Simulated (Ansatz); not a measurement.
Relaxed-ion elastic tensor of HfO$_{2}$ in space group P2_1/c (No. 14; Hf on 4e, O on 4e, O on 4e) in GPa (Voigt order), plane-wave PAW r²SCAN (Ansatz code); density 10.10 g/cm³, 11.54 Å³ per atom.

```
      1     2     3      4     5      6
-  ----  ----  ----  -----  ----  -----
1   346   180  96.9    0.0  47.6    0.0
2   180   430   173    0.0  -9.2    0.0
3  96.9   173   280    0.0   7.2    0.0
4   0.0   0.0   0.0   96.3   0.0  -10.8
5  47.6  -9.2   7.2    0.0  99.7    0.0
6   0.0   0.0   0.0  -10.8   0.0    142
```

Question: Is the crystal mechanically stable?

Answer: Yes: the smallest eigenvalue of C is 82.5 GPa.

Question: Work out the Voigt, Reuss and Hill averages.

Answer: K_V = 217, K_R = 195, K_H = 206; G_V = 108, G_R = 98.6, G_H = 103 GPa.

Question: Give Young's modulus, Poisson's ratio, Pugh's ratio and the universal anisotropy index.

Answer: E = 9KG/(3K + G) = 265 GPa; ν = 0.29; K/G = 2.00 (ductile by the Pugh limit of 1.75); A_U = 5G_V/G_R + K_V/K_R − 6 = 0.59.

Question: Estimate the sound speeds and the Debye temperature.

Answer: v_l = √((K + 4G/3)/ρ) = 5830 m/s, v_t = √(G/ρ) = 3200 m/s, mean 3570 m/s; Θ = (h/k)(3n/4πV)^(1/3) v_m = 470 K.

Question: Solve the Christoffel equation for the three sound speeds along x, y, z.

Answer: Eigenvalues of C_ijkl n_j n_l equal ρv². In km/s, slowest first: x 3.00, 3.75, 5.93; y 3.05, 3.78, 6.52; z 3.09, 3.14, 5.27.

Question: How much does each axis shrink under pressure?

Answer: Linear compressibilities β_i = Σ_j S_ij (j = 1 to 3): x 2.1, y 0.35, z 2.6 per TPa.

The r²SCAN relaxation kept the symmetry of its start. The run is not spin-polarised. Scalar-relativistic: spin–orbit coupling is off unless named, which matters more the heavier the elements.

Potentials: the earlier of the program's two PAW sets.
